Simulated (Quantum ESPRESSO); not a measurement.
## One change at a time to Al2Mo3PtTiW

These are calculations, not measurements. They come from Quantum ESPRESSO 7.5, a public plane-wave density functional program. Each row is one single-point run on a made-up periodic cell of eight metal atoms, with elements, volume, strain and displacements drawn at random and not relaxed, so a cell may be unstable or far from any real phase. There is no spin polarisation or spin-orbit coupling.

Settings: PBE unless stated; PseudoDojo standard norm-conserving files; Fermi-Dirac width 0.25 eV, which means electrons at about 2900 K; cutoff 1143 eV; 5 x 5 x 5 k mesh shifted half a step off Gamma. E is the free energy of the whole cell (internal energy minus TS), so a -TS column is already part of it. Stress is positive in tension, and the pressure P is minus a third of its trace.

Checks: one run of this series was repeated at a higher cutoff and on a denser mesh, which moved values by no more than 0.004 eV, 0.04 GPa and 0.005 eV/Å, and a second program with other atomic files agreed on it to 2 % rms in force and 0.5 GPa in pressure. Known limits: heavy elements are run without spin-orbit coupling, which real alloys of them have; a spin test at this wide smearing found no moment, but such smearing suppresses magnetism that the real alloy may have.

The lattice is hexagonal close-packed, and the cell vectors in Å are (0.000, 4.897, 0.000); (2.828, 0.000, 4.662); (2.828, 0.000, -4.662), a volume of 129.11 Å³ in run 1. The elements on sites 1 to 8 are W Mo Al Al Mo Ti Mo Pt. Each later run makes one change to run 1 and keeps the rest. E is counted from run 1, and is n/a where other atomic files have another zero of energy.

| run | change | V (Å³) | P (GPa) | -TS (eV) | rms force (eV/Å) | largest change of a force component (eV/Å) | E (eV) |
|---|---|---|---|---|---|---|---|
| 1 | none | 129.11 | -2.74 | -1.498 | 0.713 | 0.000 | 0.000 |
| 2 | sites 3 and 7 exchanged | 129.11 | -2.82 | -1.498 | 0.707 | 0.469 | 0.087 |
| 3 | all lengths scaled by +0.97 % | 132.91 | -7.63 | -1.551 | 0.636 | 0.163 | 0.124 |
| 4 | LDA in place of PBE | 129.11 | -12.81 | -1.507 | 0.641 | 0.175 | n/a |
| 5 | Ru on site 2 | 129.11 | -6.60 | -1.512 | 0.664 | 0.374 | n/a |
| 6 | site 5 moved by -0.16 Å along y | 129.11 | -1.68 | -1.517 | 0.822 | 0.747 | ? |

## Worked estimate

Along the move dE = -F dx. The force on site 5 along y is 0.648 eV/Å in run 1 and 1.395 eV/Å in run 6, and the move is -0.16 Å, so the mean force times the move gives an estimate.

## Withheld value

Question: what E should run 6 give?

The estimate is 0.163 eV. The calculation gave 0.166 eV. The mean of two end points misses the curvature of the force.
